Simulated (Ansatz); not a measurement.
This run works on a generated trial structure, not on a known crystal.

Input and command of a plane-wave DFT calculation in Ansatz:

```yaml
crystal:
  lattice:
    - [6.90852384, 0.0, 0.0]
    - [-3.45426192, 5.98295715, 0.0]
    - [0.0, 0.0, 4.37248972]
  atoms:
    - { symbol: Sn, position: [0.0, 0.0, 0.0] }
    - { symbol: Ge, position: [0.0, 0.0, 0.5] }
    - { symbol: P, position: [0.70478781, 0.0, 0.0] }
    - { symbol: P, position: [0.0, 0.70478781, 0.0] }
    - { symbol: P, position: [0.29521219, 0.29521219, 0.0] }
    - { symbol: P, position: [0.29521219, 0.0, 0.0] }
    - { symbol: P, position: [0.0, 0.29521219, 0.0] }
    - { symbol: P, position: [0.70478781, 0.70478781, 0.0] }
basis:
  ecutwfc: 420
kpoints:
  mp_grid: { grid: [3, 3, 4] }
hamiltonian:
  xc: pbe
scf:
  occupations: { method: gaussian, width: 0.2 }
  lower_state_search: "off"
output:
  forces: true
  stress: true
  eigenvalues: true
relax:
  adjacent_minimum: "off"
  f_tol: 0.08
  max_steps: 16
  cell: { stress_tol: 0.8 }
```

```bash
ansatz run input.yaml --threads 1 --pin off --max-ram 2560MiB --backend cpu --events-out ev --progress --plain --runs-dir out
```

Processor: Intel(R) Xeon(R) Platinum 8259CL CPU @ 2.50GHz (Skylake/Cascade Lake), 1 thread, on a host shared with other jobs.

Question: Estimate time, memory and problem size.

Answer: About 86 s, peak memory 0.58 GiB. It solves 37 bands at 9 k points (after reduction by symmetry) with about 5677 plane waves (on the last cell), in 83 SCF iterations over 11 ionic steps.
